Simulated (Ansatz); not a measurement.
## Profile along the Be–Be line in Be (hcp, Mg type)

Be (hcp, Mg type)

Space group P6₃/mmc (No. 194); a = 2.264 Å, b = 2.264 Å, c = 3.561 Å, α = 90.00°, β = 90.00°, γ = 120.00°

```
atom  site  symmetry       x       y       z
----  ----  --------  ------  ------  ------
Be      2d      -6m2  0.6667  0.3333  0.2500
```

Fields along a shortest Be–Be line of a (1 -1 0 0) plane (2.26 Å), from Be to Be, interpolated on the slice's grid (step about 0.1 Å). Level of theory: PBE (plane waves to 420 eV, PAW, scalar-relativistic; Ansatz, a program for electronic structure). k mesh 23×23×13. Near the nuclei the fields are pseudised (PAW); where an atom keeps semicore shells as valence, they peak there. Be was relaxed with its symmetry unable to fall. The PAW data are Ansatz's earlier set.

```tsv
distance from Be (Å)	valence electron density (e/Å³)	electron localisation function
0.00	0.07	x
0.11	0.09	x
0.23	0.12	x
0.34	0.17	x
0.45	0.21	0.05
0.56	0.24	0.16
0.68	0.26	0.32
0.79	0.26	0.47
0.90	0.26	0.56
1.02	0.26	0.60
1.13	0.26	0.62
1.24	0.26	0.60
1.36	0.26	0.56
1.47	0.26	0.47
1.58	0.26	0.32
1.69	0.24	0.16
1.81	0.21	0.05
1.92	0.17	x
2.03	0.12	x
2.15	0.09	x
2.26	0.07	x
```

x: too close to a nucleus for the ELF to mean much.

Density on the Be–Be line (2.26 Å) at its midpoint: 0.26 e/Å³. ELF at that point: 0.62. ELF maximum in the middle third of the Be–Be line: 0.62, 1.1 Å from Be.
